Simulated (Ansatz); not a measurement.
Rb2H4Pt:
```
Rb2H4Pt
1.0
    5.86652     0.00000     0.00000
    0.00000     5.86652     0.00000
    0.00000     0.00000     8.41783
Rb H Pt
4 8 2
Direct
  0.00000   0.50000   0.25000
  0.00000   0.50000   0.75000
  0.50000   0.00000   0.25000
  0.50000   0.00000   0.75000
  0.50000   0.50000   0.30416
  0.50000   0.50000   0.69584
  0.00000   0.00000   0.80416
  0.00000   0.00000   0.19584
  0.30119   0.69881   0.50000
  0.69881   0.30119   0.50000
  0.80119   0.80119   0.00000
  0.19881   0.19881   0.00000
  0.50000   0.50000   0.50000
  0.00000   0.00000   0.00000
```

Relaxed with r²SCAN.

Problem. Give the Bader charges and basin volumes of the independent atoms, plane-wave PAW r²SCAN (Ansatz code).

Solution. 

| atom | Bader charge (e) | Bader volume (Å³) |
|---|---|---|
| Rb1 | +0.82 | 29.6 |
| H5 | -0.35 | 11.0 |
| H9 | -0.35 | 11.2 |
| Pt13 | -0.24 | 31.0 |

Space group P4_2/mnm. The first step of the workflow began from a Materials Project structure, measured or hypothetical; the Crystallography Open Database copy checked does not list it. Its standing as an ambient phase is unchecked. Symmetry was held in the r²SCAN relaxation; its stability against distortions is not shown here. No spin polarisation was allowed. Spin–orbit coupling is left out wherever it is not named.

Potentials: the later of the program's two PAW sets.
